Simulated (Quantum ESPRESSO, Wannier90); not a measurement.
## TlBiS₂ (R-3m), plane waves to Wannier functions

```xyz
4
Lattice="-2.0615 3.5707 0.0000 -4.1230 0.0000 0.0000 -2.0615 1.1902 7.4073" Properties=species:S:1:pos:R:3 pbc="T T T"
Tl    -4.1230     2.3804     3.7037
Bi     0.0000     0.0000     0.0000
S      2.0615    -1.1902    -1.5605
S     -2.0615     1.1902     1.5605
```

Structure: Materials Project mp-554310, symmetrised, not relaxed again. COD (Crystallography Open Database) has an entry of this formula and space group (matched by these alone). Computed values, not measurements, from PBEsol: Quantum ESPRESSO (norm-conserving PseudoDojo potentials, cutoff 53 Ry, spinors with spin-orbit coupling) on a Γ-centred 6×6×6 mesh, then Wannier90. Density: 10×10×10 mesh, Gaussian smearing 0.01 Ry. With spin-orbit coupling a semilocal functional can close or falsely invert a small gap; the band order was not checked against a better method.

A tight-binding model is made by disentanglement and projection with no localisation steps (num_iter = 0), so the 26 orbitals stay atom-like: hydrogen-like Tl: s;p; Bi: p; S: p, axes along x, y, z; frozen window up to 1.50 eV relative to the Fermi level. It follows pw.x to 2.0 meV rms for states up to 1.0 eV relative to the Fermi level. Matrix elements depend on this choice of orbitals and windows.

What are the on-site energies relative to the Fermi level, and how fast do the hoppings decay?


```csv
atom,orbitals,energy (eV)
Tl1,s↑ s↓,-4.14
Tl1,pz↑ pz↓,3.71
Tl1,px↑ px↓ py↑ py↓,3.37
Bi2,pz↑ pz↓,1.01
Bi2,px↑ px↓ py↑ py↓,1.15
S3,pz↑ pz↓,-1.23
S3,px↑ px↓ py↑ py↓,-1.21
S4,pz↑ pz↓,-1.23
S4,px↑ px↓ py↑ py↓,-1.21
```

```tsv
distance of the centres (Å)	largest modulus (eV)
2–3	1.3
3–4	0.88
4–5	0.74
5–6	0.024
6–7	0.19
7–8	0.024
8–9	0.060
9–10	0.027
```

Effective spin-orbit constants λ of λ L·S, from the same-site elements px↑–py↑ (λ/2) and dx2-y2↑–dxy↑ (λ), where they are among the larger elements: Bi2 p 1.6 eV, Tl1 p 0.95 eV.
